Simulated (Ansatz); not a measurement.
AlP:
```xyz
6
Lattice="3.8211 0.0000 0.0000 -1.9106 3.3092 0.0000 0.0000 0.0000 8.6331" Properties=species:S:1:pos:R:3 pbc="T T T"
Al    -0.9549     1.6540     5.7554
Al     0.9556     1.6552     0.0000
Al     1.9099     0.0000     2.8777
P     -0.9551     1.6542     1.4388
P      0.9555     1.6550     4.3165
P      1.9101     0.0000     7.1942
```

Tensor components refer to the Cartesian frame of this cell.

Problem. Give the high-frequency dielectric tensor and the Born effective charge tensors of the independent atoms from DFPT, PBEsol (plane waves, PAW; program Ansatz).

Solution. 
ε∞:
```
12.6  0.00  0.00
0.00  12.6  0.00
0.00  0.00  14.0
```
Z* of atom 1 (Al), rows: field, columns: displacement, in e:
```
2.97  0.41  0.00
0.41  2.50  0.00
0.00  0.00  2.65
```
Z* of atom 4 (P), rows: field, columns: displacement, in e:
```
-2.90  -0.30   0.00
-0.30  -2.56   0.00
 0.00   0.00  -2.65
```

Space group P6_422. The start of the workflow was typed in or built on a structure type; neither database checked (COD, Materials Project) lists it. It is not the phase usual at ambient conditions (space group No. 216). Symmetry was held in the PBEsol relaxation; its stability against distortions is not shown here.

Potentials: the later of the program's two PAW sets.
